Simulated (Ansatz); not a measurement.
**Notes on BiB2PbCl**

```
CELL_PARAMETERS angstrom
-5.56857 0.00000 0.00000
0.00000 -5.51711 0.00000
2.78428 0.00000 6.14799
ATOMIC_POSITIONS crystal
Pb 0.38500 0.75000 0.77000
Pb 0.61500 0.25000 0.23000
Bi 0.09000 0.75000 0.18000
Bi 0.91000 0.25000 0.82000
Cl 0.75000 0.75000 0.50000
Cl 0.25000 0.25000 0.50000
B 0.75000 0.00000 0.00000
B 0.25000 0.50000 0.00000
B 0.25000 0.00000 0.00000
B 0.75000 0.50000 0.00000
```

Level: r2SCAN, no spin polarisation; 500 eV; 5×5×5 Γ-centred mesh; gaussian occupations (width 0.0203 eV); Ansatz 0.2.0, fixed geometry.

Q: Is the cell too large or too small?

A: The pressure is 13.4 GPa (compression positive), so with the atoms held at these fractions the cell would first expand; the forces are large, so a full relaxation may end otherwise. The principal stresses 12.7, 12.7, 14.7 GPa differ, so its shape would change too.

Q: What do density and ELF say about some of the short contacts?

A: Bi–B at 2.25 Å: least valence density 0.60 e/Å³ and ELF 0.66 there. Pb–B at 2.42 Å: least valence density 0.42 e/Å³ and ELF 0.49 there. Cl–Pb at 3.22 Å: least valence density 0.12 e/Å³ and ELF 0.10 there. These are pseudo-fields; inside the PAW spheres they differ from the all-electron ones.

Q: What is the formation energy?

A: 1.02 eV an atom against the elements' usual phases (free molecules for gases, crystals otherwise, with no correction for O₂ or N₂), so at this geometry it isn't bound against them. Relaxing would lower it.

Q: Is there a gap?

A: It is a metal, with about 4.1 states/eV a cell as the mean within 0.25 eV of the Fermi level, mostly B p (42 %), Bi p (16 %) and Pb p (13 %).

Q: Which atom feels the largest force, and which way?

A: The largest is on Bi4 (and as large on other atoms): 3.99 eV/Å, components (0.00, 0.00, -3.99). It makes 119° with the line to a nearest neighbour, B8 at 2.25 Å.

Origin: a known structure type with other elements, at an estimated volume, so it need not be a known compound. Caveats: many states at the Fermi level without spin polarisation, so a magnetic state may lie lower; atoms or cell far from equilibrium.
